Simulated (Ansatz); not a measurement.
## Generalised stacking-fault energy along a line for MgO (rock salt)

Generalised stacking fault of MgO (rock salt) on the {110} plane. The cell below holds the perfect crystal with the plane normal along z; tilting its third vector by the shift puts one fault into each cell, between planes 1.49 Å apart, at fixed cell height.

```
MgO
1.0
    2.97295     0.00000     0.00000
    0.00000     4.20438     0.00000
    1.48647     2.10219     4.45942
O Mg
3 3
Cartesian
  1.23873   1.75183   3.71618
  1.23873   1.75183   0.74324
  2.72520   3.85402   2.22971
  1.23873   3.85402   3.71618
  1.23873   3.85402   0.74324
  2.72520   1.75183   2.22971
```

In-plane vectors a = (2.973, 0.000) Å, b = (0.000, 4.204) Å, area 12.50 Å². The shift is s times the vector a (length 2.973 Å), so s = 1 restores the start. The shift is rigid: no atom relaxes. γ = [E(shift) − E(0)] / area.

These are r2SCAN (plane waves to 500 eV, PAW, scalar-relativistic; Ansatz, a first-principles code) values and carry that method's errors. k mesh 10×10×10 (Γ-centred), Fermi-Dirac smearing 0.05 eV. E is the zero-smearing estimate. Stress and pressure are positive under compression. Faults lie only 4.5 Å apart, and holding the cell height and the atoms raises γ above its relaxed value. Left out: 3 of 12 points, with atoms too close for the PAW data. MgO was relaxed with its symmetry unable to fall. The zero of γ is zero shift.

| s | γ (J/m²) | σ normal to the fault (GPa) |
|---|---|---|
| 0.000 | 0.00 | 0.0 |
| 0.083 | 0.25 | 4.0 |
| 0.167 | 1.08 | 17.6 |
| 0.250 | 2.64 | 43.7 |
| 0.333 | 4.77 | 81.1 |
| 0.667 | 4.77 | 81.1 |
| 0.750 | 2.64 | 43.7 |
| 0.833 | 1.08 | 17.6 |
| 0.917 | 0.25 | 4.0 |

(The slope of γ gives the shear force per area between the displaced halves; near zero shift its curvature is an elastic stiffness.)
